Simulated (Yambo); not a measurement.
Yambo input for LuPO4 (space group I4_1/amd, No. 141) (a = 5.605 Å, b = 5.605 Å, c = 5.605 Å, α = 106.16°, β = 106.16°, γ = 116.32°), on norm-conserving PBEsol (Quantum ESPRESSO, 100 Ry, no spin-orbit coupling) wavefunctions on a 4×4×4 mesh:

```
optics
chi
dipoles
kernel
FFTGvecs= 40 Ry
Chimod= "HARTREE"
NGsBlkXd= 3 Ry
% QpntsRXd
 1 | 1 |
%
% BndsRnXd
 3 | 132 |
%
GrFnTpXd= "R"
% EnRngeXd
 0.0 | 20.0 | eV
%
% DmRngeXd
 0.2 | 0.2 | eV
%
CGrdSpXd= 50
ETStpsXd= 161
% LongDrXd
 1.0 | 0.0 | 0.0 |
%
```

First lines of the file o-*.eps_q1_inv_rpa_dyson:

```
Absorption @ Q(1):   1.00000000     0.00000000     0.00000000    [q->0 direction]
#
# [ X ] Hartree size     :   79
# [GEN] GF Energies     : Perdew, Burke & Ernzerhof SOL(X)+Perdew, Burke & Ernzerhof SOL(C)
# [GEN] Green`s Function     : Retarded
#
# [GEN] Gauge     : Length
# [GEN] [r,Vnl] included     : yes
#
#    E[1] [eV]     Im(eps)     Re(eps)     Im(eps_o)     Re(eps_o)
#
     0.000000     0.14550E-14     3.312926     0.81269E-18     3.657094
     0.125000     0.948465E-3     3.313222     0.001129     3.657447
     0.250000     0.001899     3.314110     0.002261     3.658504
     0.375000     0.002854     3.315592     0.003398     3.660269
     0.500000     0.003815     3.317672     0.004543     3.662745
     0.625000     0.004784     3.320353     0.005697     3.665939
     0.750000     0.005764     3.323643     0.006865     3.669856
     0.875000     0.006758     3.327547     0.008048     3.674506
     1.000000     0.007766     3.332076     0.009250     3.679900
     1.125000     0.008792     3.337240     0.010473     3.686050
     1.250000     0.009839     3.343049     0.011720     3.692970
     1.375000     0.010909     3.349519     0.012996     3.700676
     1.500000     0.012006     3.356664     0.014302     3.709187
     1.625000     0.013131     3.364501     0.015644     3.718524
     1.750000     0.014289     3.373050     0.017026     3.728709
     1.875000     0.015484     3.382331     0.018450     3.739769
     2.000000     0.016718     3.392369     0.019923     3.751731
     2.125000     0.017997     3.403191     0.021449     3.764627
     2.250000     0.019325     3.414824     0.023034     3.778492
     2.375000     0.020707     3.427300     0.024684     3.793364
     2.500000     0.022149     3.440656     0.026406     3.809285
     2.625000     0.023657     3.454930     0.028206     3.826303
     2.750000     0.025238     3.470165     0.030094     3.844468
     2.875000     0.026899     3.486408     0.032078     3.863837
     3.000000     0.028649     3.503712     0.034169     3.884474
     3.125000     0.030498     3.522134     0.036378     3.906447
     3.250000     0.032457     3.541739     0.038718     3.929834
     3.375000     0.034537     3.562599     0.041205     3.954719
     3.500000     0.036754     3.584793     0.043854     3.981199
     3.625000     0.039124     3.608411     0.046684     4.009379
     3.750000     0.041665     3.633550     0.049720     4.039378
     3.875000     0.044399     3.660325     0.052985     4.071330
     4.000000     0.047351     3.688860     0.056510     4.105385
```
(The file goes on to the top of the energy range.) Convergence of the RPA response with its 4×4×4 mesh was not tested.

Geometry of the Materials Project entry, not relaxed at this level.
